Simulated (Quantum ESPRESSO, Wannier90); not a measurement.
# Wannier functions of TaSe₂ (R-3m)

```
begin unit_cell_cart
ang
   -1.7544000137    3.0387099605    0.0000000000
   -3.5088000274    0.0000000000    0.0000000000
   -1.7544000137    1.0129033202    6.6456570000
end unit_cell_cart
begin atoms_frac
Ta   0.0000000000  0.0000000000  0.0000000000
Se  -0.2516300000 -0.2516300000 -0.2451100000
Se   0.2516300000  0.2516300000  0.2451100000
end atoms_frac
```

Structure: Materials Project mp-567724, symmetrised, not relaxed again. COD (Crystallography Open Database) has the formula in 5 space groups, this one among them (matched by group alone). Level: PBEsol, no spin polarisation, no spin-orbit coupling; pw.x of Quantum ESPRESSO at 69 Ry with PseudoDojo potentials, 8×8×8 k-points, Wannier90. Density: 10×10×10 mesh, cold smearing 0.01 Ry. The cell is built of weakly bound layers, chains or molecules, whose nearest atoms lie 3.95 Å apart. Database cells relaxed without dispersion often hold them too far apart, which can enlarge gaps and weakens couplings between them; spacing and stacking were not compared with the measured crystal. Spin-orbit coupling is left out although heavy elements are present.

A tight-binding model is made by disentanglement and projection with no localisation steps (num_iter = 0), so the 11 orbitals stay atom-like: hydrogen-like Ta: d; Se: p, axes along x, y, z; frozen window up to 1.50 eV relative to the Fermi level. It follows pw.x to 3.1 meV rms for states up to 1.0 eV relative to the Fermi level. Matrix elements depend on this choice of orbitals and windows.

What are the on-site energies relative to the Fermi level, and how fast do the hoppings decay?


```json
[
 {"atom": "Ta1", "orbitals": "dz2", "energy (eV)": "0.15"},
 {"atom": "Ta1", "orbitals": "dxz dyz", "energy (eV)": "1.22"},
 {"atom": "Ta1", "orbitals": "dx2-y2 dxy", "energy (eV)": "0.44"},
 {"atom": "Se2", "orbitals": "pz", "energy (eV)": "-2.18"},
 {"atom": "Se2", "orbitals": "px py", "energy (eV)": "-2.01"},
 {"atom": "Se3", "orbitals": "pz", "energy (eV)": "-2.18"},
 {"atom": "Se3", "orbitals": "px py", "energy (eV)": "-2.01"}
]
```

```csv
distance of the centres (Å),largest modulus (eV)
2–3,1.6
3–4,0.85
4–5,0.097
5–6,0.15
6–7,0.040
7–8,0.063
8–9,0.015
9–10,0.0068
10–11,0.0070
11–12,0.0029
```
